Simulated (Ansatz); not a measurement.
Fields on a plane of ZnCu2SnSe4 (kesterite type, space group I-4)

```yaml
crystal:
  lattice:
    - [-2.88182, 2.88182, 5.76298]
    - [2.88182, -2.88182, 5.76298]
    - [2.88182, 2.88182, -5.76298]
  atoms:
    - { symbol: Cu, position: [0.00000, 0.00000, 0.00000] }
    - { symbol: Cu, position: [0.75000, 0.25000, 0.50000] }
    - { symbol: Zn, position: [0.25000, 0.75000, 0.50000] }
    - { symbol: Sn, position: [0.50000, 0.50000, 0.00000] }
    - { symbol: Se, position: [0.63874, 0.62944, 0.52864] }
    - { symbol: Se, position: [0.10081, 0.11010, 0.47136] }
    - { symbol: Se, position: [0.37056, 0.89919, 0.00930] }
    - { symbol: Se, position: [0.88990, 0.36126, 0.99070] }
```

The slice is a (001) plane (indices of the conventional cell) through the point (0.371, 0.899, 0.009) (fractional), spanned by u = [101] and v = [011] in vectors of this cell: u (5.76 Å) and v (5.76 Å, at 90° to u). It covers one period; positions are fractions (u, v).

Atoms on it: Se at (0.00, 0.00); Se at (0.52, 0.46).

All values below come from PBE (plane waves to 420 eV, PAW, scalar-relativistic; Ansatz, an electronic-structure program). k mesh 8×8×8. Near the nuclei the fields are pseudised (PAW); where an atom keeps semicore shells as valence, they peak there. At this level the bands of ZnCu2SnSe4 touch or barely overlap. ZnCu2SnSe4 is run without spin polarisation. ZnCu2SnSe4 was relaxed with its symmetry unable to fall.

```
|xxxxx0478899999999998740xxxx|
|xxxxx0577888999999998750xxxx|
|xxxx025677888899999887630xxx|
|xxx01456677788899888877520xx|
|0002455666678888888877765300|
|4445555555677888888777766654|
|7666655555667788887776677777|
|8777655555666677777766677788|
|8887665555555444556677777888|
|8887766655531000024667778888|
|888877666530xxxxxx0467788889|
|99888777640xxxxxxxx057888999|
|99988887630xxxxxxxx036889999|
|9999988762xxxxxxxxxx26899999|
|9999998861xxxxxxxxxx16899999|
|9999999862xxxxxxxxxx16899999|
|99999998730xxxxxxxx036899999|
|99999988750xxxxxxxx057899999|
|999998887640xxxxxx0367899999|
|9999888877642000014678888999|
|7788888777776544556788888887|
|4556777778888777788888877654|
|0003577788889999999888775300|
|xxx02578889999999999887520xx|
|xxxx036889999999999988630xxx|
|xxxxx0578999999999998750xxxx|
|xxxxx0478999999999998740xxxx|
|xxxxx0478999999999998740xxxx|
```
Scale: ten equal steps from -2.00 (start of '0') to 6.30 (end of '9'), in the order '0123456789'. Values: electrostatic potential energy of an electron, from the cell's mean, in eV. The map has 28 points along u (one character each, u = 0 at the left) and 28 along v (v = 0 in the bottom row). Points within 1 Å of a nucleus are blanked (x), as the pseudised field means little there. Values under -2 eV are set to -2. The zero, the cell's mean, hangs on the PAW cores.

| v \ u | 0.00 | 0.14 | 0.29 | 0.43 | 0.57 | 0.71 | 0.86 |
|---|---|---|---|---|---|---|---|
| 0.96 | x | 0.76 | 0.29 | 0.02 | 0.01 | 0.27 | 0.80 |
| 0.86 | 0.75 | 0.67 | 0.22 | 0.06 | 0.04 | 0.17 | 0.74 |
| 0.75 | 0.52 | 0.34 | 0.22 | 0.27 | 0.30 | 0.16 | 0.30 |
| 0.64 | 0.08 | 0.12 | 0.31 | 0.66 | 0.74 | 0.41 | 0.10 |
| 0.54 | 0.01 | 0.05 | 0.52 | 0.70 | 0.61 | 0.72 | 0.08 |
| 0.43 | 0.02 | 0.06 | 0.58 | 0.67 | x | 0.71 | 0.08 |
| 0.32 | 0.10 | 0.11 | 0.30 | 0.79 | 0.79 | 0.47 | 0.10 |
| 0.21 | 0.66 | 0.37 | 0.15 | 0.36 | 0.42 | 0.15 | 0.35 |
| 0.11 | 0.72 | 0.78 | 0.20 | 0.06 | 0.05 | 0.16 | 0.75 |
| 0.00 | x | 0.77 | 0.30 | 0.02 | 0.02 | 0.27 | 0.79 |

Values: electron localisation function (ELF). Points within 0.5 Å of a nucleus are blanked (x), as the pseudised field means little there.
